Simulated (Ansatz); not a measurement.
## Energy over volume and axial ratio for Sc (fcc, Cu type)

Sc (fcc, Cu type)

```yaml
crystal:
  lattice:
    - [0.00000, 2.27638, 2.27638]
    - [2.27638, 0.00000, 2.27638]
    - [2.27638, 2.27638, 0.00000]
  atoms:
    - { symbol: Sc, position: [0.00000, 0.00000, 0.00000] }
```

Two coordinates are scanned: the volume, and the ratio of the stretch along z (the conventional c axis) to the stretch across it. Atoms keep their fractional coordinates.

Calculation: PBEsol (plane waves to 420 eV, PAW, scalar-relativistic; Ansatz, a program for electronic structure). k mesh 18×18×18 (Γ-centred), Fermi-Dirac smearing 0.05 eV. The energy includes the smearing's −TS. Stress and pressure are positive under compression. With partly filled bands, the response to shear is sensitive to the k mesh, so small differences along c/a are uncertain. Sc is run without spin polarisation. Sc was relaxed with its symmetry unable to fall. This is one of several known forms of Sc; the measured ambient cells at hand have space group No. 194. The zero of ΔE is the relaxed starting cell.

ΔE (meV/atom), with V/V₀ across and (c/a)/(c/a)₀ down:

```tsv
(c/a)/(c/a)₀ \ V/V₀	0.960	0.973	0.987	1.000	1.013	1.027	1.040
0.920	16	12	10	9	10	12	15
0.947	11	7	5	4	5	7	10
0.973	8	4	2	1	2	4	7
1.000	7	3	1	0	1	3	6
1.027	8	4	2	1	2	4	7
1.053	11	7	5	4	5	7	10
1.080	16	12	10	9	10	12	16
```

σzz − σxx (GPa), with V/V₀ across and (c/a)/(c/a)₀ down:

```tsv
(c/a)/(c/a)₀ \ V/V₀	0.960	0.973	0.987	1.000	1.013	1.027	1.040
0.920	2.1	2.1	2.0	2.0	2.0	1.9	1.9
0.947	1.5	1.5	1.4	1.4	1.4	1.4	1.4
0.973	0.8	0.8	0.8	0.8	0.7	0.7	0.7
1.000	0.0	0.0	0.0	0.0	0.0	0.0	0.0
1.027	-0.9	-0.8	-0.8	-0.8	-0.8	-0.8	-0.8
1.053	-1.7	-1.7	-1.7	-1.7	-1.7	-1.7	-1.7
1.080	-2.7	-2.6	-2.6	-2.6	-2.6	-2.6	-2.5
```

What the scan shows:

- Shear modulus C′ = (C11 − C12)/2 (fit, atoms clamped): 15 GPa
- Lowest place on the grid: V/V₀ = 1.000, (c/a)/(c/a)₀ = 1.000 (0 meV/atom)
- Highest place on the grid: V/V₀ = 0.960, (c/a)/(c/a)₀ = 1.080 (16 meV/atom)

The 49 points together took very roughly 5 core-minutes.

(Under strain, the slope of the energy per volume gives the stress and its curvature an elastic modulus.)
